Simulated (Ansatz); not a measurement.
Phase order of Tl

Structure types of Tl are relaxed in primitive cells with their symmetry kept at 0 GPa, first on PAW files, then by LAPW. The enthalpy is E + pV at zero temperature, without zero-point motion. Only the types listed were tried, and differences under about 5 meV/atom are mesh noise. Not among the end structures: fcc, which may lie lower.

Computed with Ansatz 0.2.0; functional LDA, scalar-relativistic. Settings: Fermi–Dirac smearing of 0.05 eV, no spin polarisation. Methods: LAPW: all electrons, basis error target 0.5 meV/atom; PAW: frozen-core files, cutoff 420 eV.

k meshes: bcc 15×15×15, hcp 14×14×8, sc 13×13×13, diamond 11×11×11.

Spin–orbit coupling is left out, which matters for the heavy atoms. The PAW files were made under PBE.

Question: Which type is lowest in enthalpy, and by how much?

Answer: hcp, 3 meV/atom below bcc, which is within the noise of the k meshes. The whole table:

| start type | ends as | a, b, c (Å) | V (Å³/atom) | H − H(lowest), LAPW (meV/atom) | same, PAW |
| --- | --- | --- | --- | --- | --- |
| bcc | bcc, Im-3m | 3.792, 3.792, 3.792 | 27.27 | 2.5 | 2.5 |
| hcp | hcp, P6_3/mmc | 3.387, 3.387, 5.485 | 27.24 | 0.0 | 0.0 |
| sc | sc, Pm-3m | 3.090, 3.090, 3.090 | 29.49 | 132.4 | 132.5 |
| diamond | diamond, Fd-3m | 6.739, 6.739, 6.739 | 38.26 | 446.2 | 446.3 |
